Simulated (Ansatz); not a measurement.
Relaxing a structure of La

The start is a generated cell, La built in the hcp structure type. A full variable-cell relaxation at zero pressure is run with PBE (plane waves to 420 eV, PAW, scalar-relativistic; Ansatz, a quantum-chemistry and plane-wave program). First-step values are on the input's coarse k-mesh.

Ansatz input (later rounds restart from its end on a renewed k-mesh):
Ansatz 0.2 input:
```yaml
crystal:
  lattice:
    - [3.7609525, 0, 0]
    - [-1.8804763, 3.2570804, 0]
    - [0, 0, 6.10626]
  atoms:
    - { symbol: La, position: [0.33333333, 0.66666667, 0.25] }
    - { symbol: La, position: [0.66666667, 0.33333333, 0.75] }
basis: { ecutwfc: 420, ecutrho_ratio: 4, xc_grid: 2, fft_grid_basis: typed }
kpoints: { mp_grid: { grid: [10, 10, 6] } }
hamiltonian:
  xc: pbe
  dispersion: none
  pseudopotentials: { azcp: { folder: ./paw }, kind: paw }
scf: { occupations: { method: fermi_dirac, width: 0.05 } }
relax: { f_tol: 0.01, max_steps: 100, cell: { stress_tol: 0.02 } }
output: { forces: true, stress: true }
```

Task: How much energy is released per atom?

Result: Under 0.01 eV/atom.

Task: How does the volume change?

Result: +0.6 %, from 37.40 to 37.63 Å³/atom.

Task: What does it relax into? Give the structure.

Result: 
```cif
data_La2
_chemical_formula_sum 'La2'
_space_group_name_H-M_alt 'P63/mmc'
_space_group_IT_number 194
_space_group_name_Hall '-P 6c 2c'
_cell_length_a 3.76882
_cell_length_b 3.76882
_cell_length_c 6.11814
_cell_angle_alpha 90.000
_cell_angle_beta 90.000
_cell_angle_gamma 120.000
loop_
_atom_site_label
_atom_site_type_symbol
_atom_site_symmetry_multiplicity
_atom_site_Wyckoff_symbol
_atom_site_fract_x
_atom_site_fract_y
_atom_site_fract_z
_atom_site_occupancy
La1 La 2 c 0.33333 0.66667 0.25000 1
```

The space group stays P6₃/mmc (No. 194) (the run could not lower it); the end is AFLOW prototype A_hP2_194_c (A3, as in Mg), with 2 atoms in the primitive cell. Final values are on a 14×14×8 k-mesh of the relaxed cell. No spin polarisation in the result.

The run could not lose the symmetry of its start.

All atoms sit on sites fixed by symmetry, so only the cell could relax.
